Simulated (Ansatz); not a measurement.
InGaAs$_{2}$:
Space group R3m, hexagonal axes (No. 160); a = b = 4.152 Å, c = 20.421 Å, α = β = 90.00°, γ = 120.00°

```
atom  site  symmetry       x       y       z
----  ----  --------  ------  ------  ------
In      3a        3m  0.0000  0.0000  0.6243
Ga      3a        3m  0.0000  0.0000  0.1250
As      3a        3m  0.0000  0.0000  0.0053
As      3a        3m  0.0000  0.0000  0.4954
```
(The calculation used a cell of 4 atoms; values per cell refer to that cell.)

Relaxed with PBEsol. The program Ansatz at the PBEsol level (PAW) gives no gap.

Q: What gap does HSE06 give on the same cell (Ansatz, PAW)?

A: 0.47 eV. The hybrid was solved on a coarser mesh and at special points; its gap is the smallest among all of these. On such a mesh it can open a false gap in a semimetal.

| k | v1 PBEsol | c1 PBEsol | v1 HSE06 | c1 HSE06 |
|---|---|---|---|---|
| Γ | 0.00 | 0.00 | 0.00 | 0.47 |
| T | -0.41 | 0.54 | (withheld) | (withheld) |
| L | -1.67 | 1.66 | (withheld) | (withheld) |
| F | -1.06 | 0.67 | -1.15 | 1.44 |
| S0 | -1.93 | 2.01 | (withheld) | (withheld) |
| H0 | -1.95 | 2.24 | (withheld) | (withheld) |

Q: Top valence (v1) and lowest conduction level (c1) in eV from each method's valence maximum (which need not be a listed point): supply the withheld HSE06 values.

A: 
- S0, v1 HSE06: -2.07
- S0, c1 HSE06: 2.76
- L, v1 HSE06: -1.81
- L, c1 HSE06: 2.40
- T, v1 HSE06: -0.43
- T, c1 HSE06: 1.30
- H0, v1 HSE06: -2.09
- H0, c1 HSE06: 3.00

Cost on shared cores: the PBEsol run (SCF on a 12×12×12 mesh, then bands and DOS) roughly 2.6 core-minutes, the HSE06 run (SCF on 6×6×6, then a few points) roughly 11 core-minutes; the tasks are unlike.

The workflow started from a Materials Project entry (that database holds measured and hypothetical structures alike); the Crystallography Open Database copy checked does not list it. With In and Ga taken as one species the cell has the higher symmetry F-43m, so it may be an ordered model of a mixed-site phase. Its standing as an ambient phase is unchecked. Symmetry was held in the PBEsol relaxation; its stability against distortions is not shown here. Spin–orbit coupling is left out wherever it is not named.

Potentials: the later of the program's two PAW sets.
